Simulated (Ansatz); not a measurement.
Structure relaxation, Hf₃N₄

The start is a randomly generated symmetric cell of Hf3N4 (space group No. 10). Cell shape, volume and atoms are optimised at zero target pressure with PBEsol (plane waves to 420 eV, PAW, scalar-relativistic; Ansatz, an electronic-structure program). The first steps use a coarse 6×5×5 k-mesh.

The start:
```
CELL_PARAMETERS angstrom
      4.03483     0.00000     0.00000
      0.00000     5.39531     0.00000
     -1.00370     0.00000     4.41853
ATOMIC_POSITIONS crystal
  Hf 0.65820 0.50000 0.32245
  Hf 0.34180 0.50000 0.67755
  Hf 0.50000 0.00000 0.50000
  N  0.87634 0.76166 0.98999
  N  0.12366 0.76166 0.01001
  N  0.12366 0.23834 0.01001
  N  0.87634 0.23834 0.98999
```

Outcome: The space group stays P2/m (No. 10) (the run could not lower it), with 7 atoms in the primitive cell
Energy released: about 2.2 eV/atom
Volume change: -8.6 %, from 13.74 to 12.56 Å³/atom
Shortest distances (start → end): The closest pairs of elements (up to four, under 3.6 Å), start → end: N–N 0.98 → 1.37 Å; Hf–N 2.37 → 2.17 Å; Hf–Hf 2.26 → 2.63 Å
Band gap at the end: no gap (metallic)
Optimiser moves: 36

It ends as:

```cif
data_Hf3N4
_chemical_formula_sum 'Hf3 N4'
_space_group_name_H-M_alt 'P2/m'
_space_group_IT_number 10
_space_group_name_Hall '-P 2y'
_cell_length_a 3.31842
_cell_length_b 5.04984
_cell_length_c 5.28151
_cell_angle_alpha 90.000
_cell_angle_beta 96.571
_cell_angle_gamma 90.000
loop_
_atom_site_label
_atom_site_type_symbol
_atom_site_symmetry_multiplicity
_atom_site_Wyckoff_symbol
_atom_site_fract_x
_atom_site_fract_y
_atom_site_fract_z
_atom_site_occupancy
Hf1 Hf 2 n 0.42071 0.50000 0.23863 1
Hf2 Hf 1 c 0.00000 0.00000 0.50000 1
N1 N 4 o 0.07938 0.23708 0.88628 1
```

Final values are on a 14×9×9 k-mesh of the relaxed cell. The start holds a very short contact (N–N 0.98 Å). The relaxed cell holds bonded N–N pairs (1.37 Å). No spin polarisation in the result.

The run could not lose the symmetry of its start: the end is stationary, and may be a saddle point rather than a minimum.

The relaxed structure here is a generated cell of Hf3N4: the first start was made by a random draw of sites in a space group, and the end was not matched to a known phase here, so it may be hypothetical.
